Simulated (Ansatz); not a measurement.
**HfSi3: what a change of element does**

Computed with Ansatz (plane waves, PAW, 420 eV cutoff): PBEsol, scalar-relativistic, spin polarisation where moments were expected, Gaussian smearing of 0.05 eV.

HfSi3 was relaxed to zero pressure in the AuCu3-type structure, built from a prototype.

Symmetry: Pm-3m, No. 221, cubic system. Conventional cell: a = 3.931 Å, b = 3.931 Å, c = 3.931 Å, α = 90.00°, β = 90.00°, γ = 90.00°. Hf (site symmetry m-3m) is surrounded by 12 Si at 2.78 Å. Si (site symmetry 4/mmm) has 4 Hf at 2.78 Å and 8 Si at 2.78 Å as nearest neighbours. Neighbours are those within 15 % of a site's shortest distance, so a longer bond may be listed from one end only.

Results for HfSi3: a (Å) 3.931, V (Å³/atom) 15.18, shortest unlike bond (Å) 2.78, gap (eV) metal, B0 (GPa) 126, E_f (eV/atom) -0.16.

Question: All Hf is replaced by Zr and the cell relaxed again in the same space group. What comes out?

Answer: ZrSi3: a (Å) 3.951, V (Å³/atom) 15.42, shortest unlike bond (Å) 2.79, gap (eV) metal, B0 (GPa) 125, E_f (eV/atom) -0.25.

The volume changes by +1.5 %, or +0.5 % in mean length, and the shortest unlike bond by 0.01 Å. The bulk modulus goes from 126.1 to 124.8 GPa. The formation energy moves by -0.09 eV/atom, so ZrSi3 is the more strongly bound against its own elements. Hf has 32 electrons more than Zr, yet its cell differs by only −1.5 % in volume: the lanthanide contraction and relativistic effects offset the extra shell.

Whether HfSi3 and ZrSi3 form in this structure isn't claimed. Spin–orbit coupling is left out, which matters for the heaviest elements here. The PAW datasets are PBE ones. E_f is the formation energy from the elements run alike, at 0 K, without zero-point energy; it is good to about 0.01 eV/atom as a calculation.

All runs used the PAW datasets of the set soft_2.
